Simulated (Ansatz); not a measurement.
Mg (simple hexagonal, P6/mmm) under volume change, the program Ansatz at the r²SCAN level (PAW), shape and atoms relaxed at each volume.

| V (Å³/atom) | E − E(relaxed) (meV/atom) | P (GPa) |
|---|---|---|
| 22.733 | 21.3 | 3.33 |
| 23.482 | 8.9 | 2.03 |
| 24.232 | 2.0 | 0.92 |
| 24.981 | 0.0 | -0.04 |
| 25.731 | 2.1 | -0.85 |
| 26.480 | 7.7 | -1.55 |
| 27.229 | 16.4 | -2.15 |

Task: What does a third-order Birch–Murnaghan fit give for V₀, B₀ and B′?

Result: V₀ = 24.95 Å³/atom, B₀ = 29.5 GPa, B′ = 4.1.

The workflow started from a Materials Project entry (that database holds measured and hypothetical structures alike); the Crystallography Open Database copy checked does not list it. It is not the phase usual at ambient conditions (space group No. 194). The cell was relaxed with r²SCAN under the symmetry of its start. At this level the phase is mechanically unstable.

Potentials: the earlier of the program's two PAW sets.
